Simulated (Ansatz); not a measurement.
C built on the lonsdaleite prototype, relaxed with r2SCAN in the PAW code Ansatz: space group P6_3/mmc (No. 194), hexagonal; a = 2.503 Å, c = 4.169 Å in the conventional setting, 5.66 Å³ an atom. Around C lie 4 C at 1.54–1.56 Å. It was then strained (isotropic on every length), atoms relaxed again within the symmetry left. Unstrained, HSE06 gives 4.377 eV (Γ → K, 9×9×4 mesh), and the band edges keep their places in every row. Stress is positive in compression. Calculated for a static, non-magnetic cell.

Axes as in this cell:
```yaml
crystal:
  lattice:
    - [2.50320, 0.00000, 0.00000]
    - [-1.25160, 2.16783, 0.00000]
    - [0.00000, 0.00000, 4.16887]
  atoms:
    - { symbol: C, position: [0.33333, 0.66667, 0.00023] }
    - { symbol: C, position: [0.66667, 0.33333, 0.50023] }
    - { symbol: C, position: [0.33333, 0.66667, 0.37477] }
    - { symbol: C, position: [0.66667, 0.33333, 0.87477] }
```

| strain (%) | ln(V/V₀) | ΔE_g, HSE06 (eV) | Δpressure, r2SCAN (GPa) |
| --- | --- | --- | --- |
| -3.44 | -0.1050 | -0.460 | +57.32 |
| +0.5 | +0.0150 | +0.059 | -6.56 |
| +1.5 | +0.0447 | +0.180 | -18.55 |
| +2.5 | +0.0741 | +0.289 | -29.12 |

Question: Fit ΔE_g = a x + b x² to these rows by least squares, with x = ln(V/V₀).

Answer: The normal equations take Σx² = 1.874e-02, Σx³ = -6.581e-04, Σx⁴ = 1.557e-04, ΣxΔE = 7.865e-02 and Σx²ΔE = -3.112e-03, and give a = +4.10 eV, b = -2.6 eV; the largest residual is 0.002 eV. a is the volume deformation potential of this gap.

Question: Fit the change of pressure in the same way.

Answer: Δpressure = -455.7 x + (858) x² GPa. So B₀ = 455.7 GPa and B′ ≈ 2 × 858/455.7 = 3.8; two terms over so wide a range bias B₀ by a few per cent and B′ by more; the gap's pressure coefficient at zero is −a/B₀ = -9 meV/GPa, with HSE06's a and r2SCAN's B₀. With the axis ratios held, these aren't quite the hydrostatic values.

Question: Predict the withheld row at -3.0 % (x = -0.0914).

Answer: ΔE_g ≈ +4.10 × (-0.0914) + (-2.6) × (-0.0914)² = -0.396 eV, and Δpressure ≈ +48.82 GPa. The runs give -0.396 eV and +48.67 GPa, off by 0.000 eV and -0.15 GPa.

The meshes of the hybrids are coarse, so their gaps aren't converged to the digits shown.
